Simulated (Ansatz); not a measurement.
Starting cell, CaO (rock salt):

```yaml
crystal:
  lattice:
    - [0.00000, 4.83070, 4.83070]
    - [2.41535, 2.41535, 4.83070]
    - [2.41535, 2.41535, 0.00000]
  atoms:
    - { symbol: O, position: [0.00000, 0.00000, 0.00000] }
    - { symbol: O, position: [0.50000, 0.00000, 0.00000] }
    - { symbol: Ca, position: [0.00000, 0.50000, 0.50000] }
    - { symbol: Ca, position: [0.50000, 0.50000, 0.50000] }
```

A phonon eigenvector at X = (0.5, 0.5, 0.0) is frozen into this cell: atom i moves by Q times the vector below, so Q is the largest atomic displacement, in Å. The cell is held. (q is in reciprocal vectors of the primitive cell; the cell shown is doubled to hold the pattern.)

```
atom      x      y       z
----  -----  -----  ------
O1    0.000  0.000   1.000
O2    0.000  0.000  -1.000
Ca3   0.000  0.000   0.236
Ca4   0.000  0.000  -0.236
```

Calculation: PBE (plane waves to 420 eV, PAW, scalar-relativistic; Ansatz, a quantum-chemistry and plane-wave program). k mesh 12×12×12 (Γ-centred), Fermi-Dirac smearing 0.05 eV. Energies are smeared free energies. CaO was relaxed with its symmetry unable to fall. ΔE is measured from the undisplaced structure.

### Question
Give the computed ΔE (meV/cell) at Q (Å) = -0.090, -0.060, -0.030, 0.030, 0.180.

### Answer
| Q (Å) | ΔE (meV/cell) |
|---|---|
| -0.090 | 80 |
| -0.060 | 35 |
| -0.030 | 9 |
| 0.030 | 9 |
| 0.180 | 320 |

(A displaced cell: forces are minus the slopes of the energy, force constants its curvatures, and phonons follow from these.)
